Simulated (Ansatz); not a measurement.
Given:

SiC$_{3}$:
```yaml
crystal:
  lattice:
    - [2.78338, 0.00000, 0.00000]
    - [0.00000, 2.78338, 0.00000]
    - [0.00000, 0.00000, 4.09706]
  atoms:
    - { symbol: C, position: [0.00000, 0.00000, 0.00000] }
    - { symbol: C, position: [0.00000, 0.50000, 0.78938] }
    - { symbol: Si, position: [0.50000, 0.50000, 0.50000] }
    - { symbol: C, position: [0.50000, 0.00000, 0.21062] }
```

This is the PBEsol-relaxed structure. Tensor components refer to the Cartesian frame of this cell.

### Question
All from PBEsol (plane waves, PAW; program Ansatz), unless another level is named. Estimate the highest zone-centre frequency (without LO–TO term).

### Answer
130.2 meV.

### Question
Give the piezoelectric stress constants (proper, relaxed ions, C/m²).

### Answer
e15 = 0.22, e24 = -0.22, e31 = -0.21, e32 = 0.21.

### Question
Give the bulk modulus (Birch–Murnaghan fit).

### Answer
2870 kbar.

Space group P-4m2. The start of the workflow was typed in or built on a structure type; neither database checked (COD, Materials Project) lists it. Whether it is the stable phase at ambient conditions was not checked. The cell was relaxed with PBEsol under the symmetry of its start; whether a distortion lowers the energy is not shown. Its formation energy is positive at this level, so the cell may be metastable or incomplete. Signs of piezoelectric constants follow the polarity of the cell as given.

Potentials: the earlier of the program's two PAW sets. The files were generated under PBE; for other functionals the program regenerates the frozen cores, and for LDA and PBEsol the local potential too.
